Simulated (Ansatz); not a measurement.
**Cu on a Gd site + Gd on a Cu site in GdCu2, calculated**

All numbers are calculated (PBEsol, collinear spin, no spin-orbit coupling; Ansatz, PAW set soft_2, 420 eV, k-mesh 3×3×3), not measured.

The relaxed host crystal (no gap at this level of theory):

```yaml
crystal:
  lattice:
    - [-2.13819, 3.37022, 3.61236]
    - [2.13819, -3.37022, 3.61236]
    - [2.13819, 3.37022, -3.61236]
  atoms:
    - { symbol: Cu, position: [0.89001, 0.33512, 0.55489] }
    - { symbol: Cu, position: [0.10999, 0.66488, 0.44511] }
    - { symbol: Cu, position: [0.71977, 0.66488, 0.05489] }
    - { symbol: Cu, position: [0.28023, 0.33512, 0.94511] }
    - { symbol: Gd, position: [0.70525, 0.95525, 0.75000] }
    - { symbol: Gd, position: [0.29475, 0.04475, 0.25000] }
```

Supercell of 24 atoms, rows of the matrix [[1,-1,0],[-1,-1,-2],[1,2,1]] times the cell vectors; Cu on a Gd site at (0.705, 0.955, 0.750); Gd on a Cu site at (0.110, -0.335, -0.555) in fractions of the cell above. Atoms are relaxed at the host's cell, from a start shaken by 0.03 Å near the defect.

The largest move of an atom from its ideal place is 1.1 Å, so the cell rearranged and didn't merely relax: around the ideal place of the first change lie Cu 0.41 Å, Cu 2.02 Å, Cu 2.48 Å, Cu 2.83 Å, Cu 2.83 Å, Cu 2.85 Å, against Cu 2.93 Å, Cu 2.93 Å, Cu 2.93 Å, Cu 2.93 Å, Cu 2.94 Å, Cu 2.94 Å in the perfect crystal.

```
charge  moment of the cell (μB)  gap of the cell on the mesh (eV)
     0                    57.89                              0.00
```

At charge 0 the unpaired electrons sit on atoms with moments (μB): 8 Gd of 6.96 to 6.99.

No formation energy is given, since most atoms moved, by that rearrangement or by a distortion of the host itself.

Relaxed cell at charge 0:

```
GdCu2 Cu_Gd+Gd_Cu charge 0
1.0
    -4.2764    6.7404    0.0000
    -4.2764   -6.7404    0.0000
     4.2764    0.0000    7.2247
Cu Gd
16 8
Direct
  0.9528 0.3754 0.3243
  0.6913 0.6340 0.8262
  0.4481 0.8708 0.3243
  0.2049 0.1222 0.8279
  0.3543 0.3291 0.1843
  0.0439 0.6014 0.6494
  0.5472 0.1048 0.6495
  0.8614 0.7878 0.6606
  0.5764 0.1512 0.2283
  0.3718 0.2983 0.6606
  0.0990 0.5640 0.1638
  0.4135 0.9354 0.8498
  0.1559 0.1895 0.3406
  0.8728 0.4453 0.8188
  0.6502 0.6839 0.3405
  0.6160 0.3904 0.5074
  0.7350 0.9042 0.1400
  0.3027 0.5469 0.9346
  0.1091 0.8513 0.4612
  0.8868 0.1311 0.9345
  0.6531 0.3938 0.0409
  0.4013 0.6357 0.5378
  0.1463 0.8870 0.0409
  0.8896 0.1569 0.5474
```

Caveats: Gd without a U keeps its half-filled shell, but its 4f levels lie too near the Fermi level; open f or d shells may hold a state above the lowest; most atoms moved far, the host may distort by itself; small supercell, so energies and levels can be off by tenths of an eV; one random start near the defect, so other minima are possible.
